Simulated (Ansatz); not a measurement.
SrTiO₃: a jump of O

The calculation used DFT r2SCAN, scalar-relativistic, plane waves, PAW in Ansatz. (500 eV cutoff, 2×2×2 k-mesh, shifted by half a step, Gaussian smearing of 0.02 eV, no spin polarisation)

Host crystal, relaxed:

```cif
data_structure
_symmetry_space_group_name_H-M 'P 1'
_symmetry_Int_Tables_number 1
_cell_length_a 3.9073
_cell_length_b 3.9073
_cell_length_c 3.9073
_cell_angle_alpha 90.000
_cell_angle_beta 90.000
_cell_angle_gamma 90.000
_cell_volume 59.65
loop_
_atom_site_label
_atom_site_type_symbol
_atom_site_fract_x
_atom_site_fract_y
_atom_site_fract_z
_atom_site_occupancy
Sr1 Sr 0.00000 0.00000 0.00000 1
Ti1 Ti 0.50000 0.50000 0.50000 1
O1 O 0.50000 0.00000 0.50000 1
O2 O 0.50000 0.50000 0.00000 1
O3 O 0.00000 0.50000 0.50000 1
```

In a supercell of 20 host sites with charge +2, O trades places with a neighbouring O vacancy, moving 2.49 Å between the relaxed ends. Climbing-image nudged elastic band at fixed cell with images 0 (start) to 6 (end), the path measured over all atoms, converged to 0.05 eV/Å; the order of the saddle wasn't checked, and the small cell leaves errors of about a tenth of an eV.

Supercell rows in host cell vectors: -1 1 1; 1 -1 1; 1 1 -1. O was set at (0.500, 0.000, 0.500) of the host cell.

At the relaxed start O has 1 Ti at 1.92 Å, 1 Ti at 2.01 Å, 2 Sr at 2.67 Å, 2 O at 2.69 Å, 1 O at 2.70 Å.

Question: What barrier does the band give, and what surrounds the atom at the top?

Answer: 0.82 eV at image 3, where O has 1 Ti at 1.73 Å.

Cost: 1 run of about 95 core-minutes, on AMD EPYC (Zen 3) (shared hosts).